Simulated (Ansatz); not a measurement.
Ta$_{2}$O$_{5}$: an elastic constant from a strain scan

These are results of Ansatz, DFT r2SCAN, scalar-relativistic, plane waves, PAW, not measurements. The runs took a 500 eV cutoff, a Γ-centred 6×6×6 mesh and Gaussian smearing (0.05 eV). Spin–orbit coupling is left out, which can shift energies with elements as heavy as these. No spin polarisation. Energies are free energies at this smearing, counted from the undisturbed cell; pressure is positive in compression.

Zero of the scan (relaxed at this level; it needn't be the usual structure):

```
CELL_PARAMETERS angstrom
3.01406 -2.56465 0.00805
3.01406 2.56465 0.00805
-2.74061 0.00000 5.07492
ATOMIC_POSITIONS crystal
Ta 0.22831 0.15303 0.29378
Ta 0.84697 0.77169 0.70622
O 0.63309 0.21680 0.64782
O 0.23643 0.11382 0.95965
O 0.27683 0.72317 0.50000
O 0.88618 0.76357 0.04035
O 0.78320 0.36691 0.35218
```

The cell is strained by ε times the Voigt pattern (1, -1, 0, 0, 0, 0) (xx, yy, zz, yz, xz, xy; engineering shear) with fractional coordinates fixed. The cell holds 7 atoms in V0 = 78.57 Å³. The stress column is τ = (1/V0) dE/dε, got from the stress tensor σ (compression positive) at each point as −det(1 + εP) σ : P(1 + εP)⁻¹, with P the pattern as a tensor.

| ε | ΔE (meV/atom) | τ (GPa) |
| --- | --- | --- |
| -0.0150 | 4.900 | -9.367 |
| -0.0100 | 2.171 | -6.218 |
| -0.0050 | 0.539 | -3.093 |
| 0.0000 | 0.000 | 0.007 |
| 0.0050 | 0.541 | 3.084 |
| 0.0100 | 2.155 | 6.137 |
| 0.0150 | 4.839 | 9.168 |
| 0.0175 | 6.577 | 10.676 |
| 0.0200 | ? | ? |

Q: Which combination of elastic constants does this scan measure, and how large is it?

A: For small ε, τ = τ0 + Kε with K = pᵀCp, which for this pattern is C11 + C22 − 2 C12 in the Cartesian frame shown. The parabola through τ at ε = -0.0050, 0 and 0.0050 has slope K = 618 GPa at zero. The energies per cell, E = NΔE, of the same two points give K = 2[E(ε₊)/ε₊ − E(ε₋)/ε₋]/[(ε₊ − ε₋)V0] = 616 GPa, in agreement. These are clamped-ion values.

Q: Predict the withheld row at ε = 0.0200 from the harmonic law, and compare.

A: ΔE = V0(τ0 ε + Kε²/2)/N = 8.664 meV/atom and τ = 12.36 GPa. The calculation gives 8.577 meV/atom and 12.18 GPa, a miss of 1.0 % of the harmonic energy, so the harmonic law still holds here.

Forces appear on the atoms along this scan, and letting them relax would lower the energy and soften the response.